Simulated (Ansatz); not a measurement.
A single-point run of Ansatz (plane waves, PAW) on a 6-atom cell of HfSnO4 built on tetragonal HfO2 (relaxed group P-4m2), with the lines that name the functional removed. The cell was relaxed beforehand with r2SCAN.

```cif
data_structure
_symmetry_space_group_name_H-M 'P 1'
_symmetry_Int_Tables_number 1
_cell_length_a 3.5643
_cell_length_b 3.5643
_cell_length_c 5.3382
_cell_angle_alpha 90.000
_cell_angle_beta 90.000
_cell_angle_gamma 90.000
_cell_volume 67.82
loop_
_atom_site_label
_atom_site_type_symbol
_atom_site_fract_x
_atom_site_fract_y
_atom_site_fract_z
_atom_site_occupancy
Hf1 Hf 0.50000 0.50000 0.50000 1
Sn1 Sn 0.00000 0.00000 0.00000 1
O1 O 0.50000 0.00000 0.68195 1
O2 O 0.00000 0.50000 0.81563 1
O3 O 0.00000 0.50000 0.31805 1
O4 O 0.50000 0.00000 0.18437 1
```

```
Pseudopotential: Hf, paw, valence charge 26, recommended cutoff 420 eV
Pseudopotential: Sn, paw, valence charge 14, recommended cutoff 420 eV
Pseudopotential: O, paw, valence charge 6, recommended cutoff 420 eV
Crystal: 6 atoms, lattice volume = 67.818 Å³
Basis set: ecut = 420 eV, 1293 PW (Γ)
Bands: 37, of which v1, the nominal top of the filled ones, is band 32 counted from 1 (31 counted from 0)
Symmetry: 8 space group operations
Space group: P-4m2 (ITA 115)
k-points: 18 of 64 (time reversal used)
hybrid outer 1: dexx = +3.597e-2 eV, tail = 1.12e-3 eV
hybrid outer 2: dexx = +4.136e-6 eV, tail = 1.91e-7 eV, Δε = 7.24e-3 eV, ΔF = 1.21e-2 eV/Å
hybrid outer 3: dexx = +4.520e-9 eV, tail = 2.50e-9 eV, Δε = 1.33e-4 eV, ΔF = 8.10e-5 eV/Å
NSCF: frozen V_eff on 6 k-points
hybrid SCF converged: 3 outer / 16 inner (+4 warm-up)
Free energy (F): -24023.871846 eV
Fermi energy:    11.452626 eV
--- Per-component energies (eV) ---
  E_band       = -181.920786
  E_kinetic    = 1313.671483
  E_local      = -7642.381117
  E_nonlocal   = -1100.209599
  E_hartree    = 3604.142713
  E_xc         = -771.236136
  E_vxc        = -583.864777
  E_exx        = -230.447368
  E_paw        = -11672.820027
  E_vpaw       = 1083.462603
  E_ewald      = -7525.905969
  E_core_change = 1.304255
--- Forces (eV/Å), atoms counted from 1 ---
  atom   1  Hf      0.00000      0.00000      0.00000
  atom   2  Sn      0.00000      0.00000      0.00000
  atom   3  O       0.00000      0.00000      0.02115
  atom   4  O       0.00000      0.00000      0.13026
  atom   5  O       0.00000      0.00000    -0.02115
  atom   6  O       0.00000      0.00000    -0.13026
--- Stress (GPa, compression-positive) ---
       -1.180041       0.000000       0.000000
        0.000000      -1.180041       0.000000
        0.000000       0.000000      -0.817100
  P = ⅓ Tr σ = -1.0591 GPa (-10.591 kbar)
--- Band table (eV; the first three rows and the last of 18) ---
  k-point 0: bands = […, 10.2733, 10.3291, 10.3291, 11.0140, 11.1936, 11.1936, 14.8858, 18.6394, 18.7500, 20.4536, …]
  k-point 1: bands = […, 9.2704, 10.0997, 10.0997, 10.4217, 11.2079, 11.2079, 15.6410, 18.6400, 18.7342, 19.9457, …]
  k-point 2: bands = […, 8.8278, 9.6311, 9.7261, 9.7261, 11.2269, 11.2269, 16.4678, 18.2504, 18.6405, 19.9543, …]
  k-point 17: bands = […, 9.7780, 9.8066, 9.8066, 10.5587, 11.0031, 11.0626, 19.1524, 19.1782, 19.4973, 20.0015, …]
```

The file bands.tsv (bands near the Fermi energy, numbered from 0, rounded):
```tsv
# k_distance	band_27	band_28	band_29	band_30	band_31	band_32	band_33	band_34	band_35
# fermi_ev = 11.452626
# [0, 0, 0] at k_distance = 0.000000
# [0, 0.5, 0] at k_distance = 0.881407
# [0.5, 0.5, 0] at k_distance = 1.762814
# [0, 0, 0.5] at k_distance = 3.141255
# [0, 0.5, 0.5] at k_distance = 4.022663
# [0.5, 0.5, 0.5] at k_distance = 4.904070
# levels_relative_to = fermi_ev
0.000	-1.124	-1.124	-0.439	-0.259	-0.259	3.433	7.187	7.297	9.001
0.881	-1.791	-1.700	-1.605	-0.632	-0.512	6.134	7.025	7.626	9.017
1.763	-1.380	-0.752	-0.550	-0.550	0.000	6.149	7.733	8.453	8.453
3.141	-1.822	-1.727	-1.727	-0.226	-0.226	5.015	6.798	7.188	8.502
4.023	-2.213	-2.023	-1.549	-1.308	-1.303	6.501	6.949	8.038	9.418
4.904	-1.646	-1.646	-0.894	-0.450	-0.390	7.700	7.726	8.045	8.549
```
In order the rows are Γ, X, M, Z, R, A.

**Question.** Which level of theory was used?
A. LC-ωPBE
B. DDH-PBE0
C. Hartree-Fock
D. HSE06

**Answer.** D. HSE06. The exchange loop and the term E_exx show exact exchange. With HSE06 the valence top lies at M and the conduction bottom at Γ, 3.43 eV higher; the smallest vertical gap, at Γ, is 3.69 eV. Among hybrids the size of the gap and of E_exx follows the share and range of exact exchange. The stress of a hybrid is loosely converged here. Within one family of functionals the choice rests on the size of the gap and stress, not on a line of the log.

It took 100 s on 1 × NVIDIA H100 80GB HBM3 with 2 threads of AMD EPYC 7R13 Processor (Zen 3), with other jobs on the host; peak host memory 2.4 GiB.

Simulation only: spin-unpolarised, and no claim that this is the phase found in nature.

No spin-orbit coupling is included; it can move band edges with weight on the heavy atoms by tenths of an eV.

The meshes of the hybrids are coarse, so their gaps aren't converged to the digits shown.
